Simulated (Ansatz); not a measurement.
ZnCu₂SnSe₄:
```yaml
crystal:
  lattice:
    - [-2.82904, 2.82904, 5.65873]
    - [2.82904, -2.82904, 5.65873]
    - [2.82904, 2.82904, -5.65873]
  atoms:
    - { symbol: Zn, position: [0.75000, 0.25000, 0.50000] }
    - { symbol: Cu, position: [0.25000, 0.75000, 0.50000] }
    - { symbol: Cu, position: [0.00000, 0.00000, 0.00000] }
    - { symbol: Sn, position: [0.50000, 0.50000, 0.00000] }
    - { symbol: Se, position: [0.63005, 0.64010, 0.53155] }
    - { symbol: Se, position: [0.35990, 0.89146, 0.98996] }
    - { symbol: Se, position: [0.10854, 0.09850, 0.46845] }
    - { symbol: Se, position: [0.90150, 0.36995, 0.01004] }
```

Relaxed with PBEsol. Special points in fractions of this cell's reciprocal vectors: Γ (0.000, 0.000, 0.000); X (0.000, 0.000, 0.500); P (0.250, 0.250, 0.250); N (0.000, 0.500, 0.000); M (0.500, 0.500, -0.500); S (0.312, 0.688, -0.312); S0 (-0.312, 0.312, 0.312); R (-0.125, 0.125, 0.500); G (0.500, 0.500, -0.125).

List the band energies nearest the Fermi level at these points for PBEsol with spin–orbit coupling (plane waves, PAW; program Ansatz).

In eV from the Fermi level; about four levels below and three above (degenerate sets whole), none deeper than 8.9 eV; points with the same levels are listed once.

| k | below | above |
|---|---|---|
| Γ | -0.18 -0.18 0.00 0.00 | 0.01 0.01 1.51 1.51 |
| X | -0.67 -0.67 -0.49 -0.49 | 0.07 0.07 1.71 1.71 |
| P | -0.81 -0.80 -0.77 -0.72 | 0.41 0.44 2.27 |
| N | -1.25 -1.25 -0.69 -0.69 | 1.28 1.28 2.58 2.58 |
| M | -1.06 -1.06 -1.05 -1.05 | 0.76 0.76 1.50 1.50 |
| S | -0.87 -0.84 -0.74 -0.73 | 1.07 1.11 1.98 |
| R | -0.86 -0.84 -0.73 -0.72 | 0.35 0.38 1.95 1.95 |

Space group I-4. Symmetry was held in the PBEsol relaxation. No spin polarisation was allowed. The Fermi level of a semimetal is unsure by some 0.05 eV on such meshes.

Potentials: the later of the program's two PAW sets.
